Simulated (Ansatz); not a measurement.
La:
```
CELL_PARAMETERS angstrom
      3.29503     0.00000     0.00000
      0.00000     3.29503     0.00000
      0.00000     0.00000     3.29503
ATOMIC_POSITIONS crystal
  La 0.00000 0.00000 0.00000
```

Relaxed with r²SCAN. Special points in fractions of this cell's reciprocal vectors: Γ (0.000, 0.000, 0.000); X (0.000, 0.500, 0.000); M (0.500, 0.500, 0.000); R (0.500, 0.500, 0.500).

**Question.** List the band energies nearest the Fermi level at these points for DFT-r²SCAN in the program Ansatz with PAW potentials.

**Answer.** In eV from the Fermi level; about four levels below and three above (degenerate sets whole), none deeper than 8.9 eV; points with the same levels are listed once.

```csv
k,below,above
Γ,-2.98 -1.19 -1.19,2.17 2.17 2.17
X,-0.51 -0.28,0.93 1.60 2.30 2.30
M,-2.80,0.74 1.66 1.66
R,-1.28 -1.28 -1.28,1.29 2.25 2.25 2.25
```

Space group Pm-3m (simple cubic). A made-up cell: these elements were put on the sites of a structure type; neither database checked (COD, Materials Project) lists it. It is not the phase usual at ambient conditions (space group No. 194). The r²SCAN relaxation kept the symmetry of its start. At this level the phase is dynamically unstable (imaginary phonons). Spin–orbit coupling is left out wherever it is not named.

Potentials: the later of the program's two PAW sets.
